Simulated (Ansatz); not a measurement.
## ZrPRu: do energies and stresses tell the same story?

Computed with DFT r2SCAN, scalar-relativistic, plane waves, PAW (Ansatz).

Plane waves to 500 eV, a k mesh through Γ of 6×6×10 on the computed 9-atom cell and Gaussian smearing (0.10 eV); no spin polarisation.

Relaxed cell: P-62m, a = 6.444 Å, b = 6.444 Å, c = 3.811 Å, α = 90.00°, β = 90.00°, γ = 120.00°, 9 atoms in the primitive cell. Whether it is the stable form of this composition wasn't checked.

Energies at zero smearing and pressures from the stress tensor, at volumes with shape and atoms relaxed:
```tsv
V (Å³/atom)	E − E(first) (meV/atom)	P (GPa)
14.311	0.00	15.71
14.768	-32.29	7.20
15.225	-42.20	-0.02
15.682	-33.12	-6.15
16.138	-7.96	-11.33
```

Task: Check P = −dE/dV between neighbouring volumes, and get the bulk modulus from the pressures alone.

Result: With 1 eV/Å³ = 160.2 GPa:
```tsv
middle V (Å³/atom)	−ΔE/ΔV (GPa)	mean P (GPa)
14.540	11.326	11.451
14.997	3.476	3.586
15.453	-3.185	-3.087
15.910	-8.825	-8.742
```

The two differ by 0.13 GPa at most. The mean of two end pressures misses the average over a step by about ΔV² P″/12, up to 0.12 GPa here; with that taken off 0.01 GPa remains. Around V = 15.225 Å³/atom, the two neighbours give B = −V ΔP/ΔV = 15.225 × 13.35 / 0.913 = 222.4 GPa, against B0 = 221.5 GPa from the Birch–Murnaghan fit of the energies.

Cost: 6 runs of about 54 core-minutes in all, on Intel Xeon Processor @ 2.50GHz (Skylake/Cascade Lake) (shared hosts).